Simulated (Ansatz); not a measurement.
Relaxed-ion elastic tensor of Na (hcp (Mg type), space group No. 194) in GPa (Voigt order), PBEsol in the plane-wave PAW code Ansatz; density 1.05 g/cm³, 36.36 Å³ per atom.

```json
[
 {"": "1", "1": "12.6", "2": "7.8", "3": "3.4", "4": "0.0", "5": "0.0", "6": "0.0"},
 {"": "2", "1": "7.8", "2": "12.6", "3": "3.4", "4": "0.0", "5": "0.0", "6": "0.0"},
 {"": "3", "1": "3.4", "2": "3.4", "3": "16.2", "4": "0.0", "5": "0.0", "6": "0.0"},
 {"": "4", "1": "0.0", "2": "0.0", "3": "0.0", "4": "2.5", "5": "0.0", "6": "0.0"},
 {"": "5", "1": "0.0", "2": "0.0", "3": "0.0", "4": "0.0", "5": "2.5", "6": "0.0"},
 {"": "6", "1": "0.0", "2": "0.0", "3": "0.0", "4": "0.0", "5": "0.0", "6": "2.4"}
]
```

Problem. Is the crystal mechanically stable?

Solution. Yes: the smallest eigenvalue of C is 2.4 GPa.

Problem. Work out the Voigt, Reuss and Hill averages.

Solution. K_V = 7.9, K_R = 7.8, K_H = 7.8; G_V = 3.3, G_R = 2.8, G_H = 3.0 GPa.

Problem. Give Young's modulus, Poisson's ratio, Pugh's ratio and the universal anisotropy index.

Solution. E = 9KG/(3K + G) = 8.0 GPa; ν = 0.33; K/G = 2.60 (ductile by the Pugh limit of 1.75); A_U = 5G_V/G_R + K_V/K_R − 6 = 0.85.

Problem. Estimate the sound speeds and the Debye temperature.

Solution. v_l = √((K + 4G/3)/ρ) = 3360 m/s, v_t = √(G/ρ) = 1690 m/s, mean 1900 m/s; Θ = (h/k)(3n/4πV)^(1/3) v_m = 171 K.

Problem. How much does each axis shrink under pressure?

Solution. Linear compressibilities β_i = Σ_j S_ij (j = 1 to 3): x 42, y 42, z 44 per TPa.

Space group P6_3/mmc (hcp (Mg type)). The first step of the workflow began from a Materials Project structure, measured or hypothetical; the Crystallography Open Database files this formula in space group No. 194, but the cells were not matched. It is not the phase usual at ambient conditions (space group No. 229). The PBEsol relaxation kept the symmetry of its start; of distortions, only those at the zone centre were tested. As this level gives no gap, shear constants depend on the k-mesh and smearing (Fermi–Dirac, 0.1 eV here).

Potentials: the later of the program's two PAW sets.
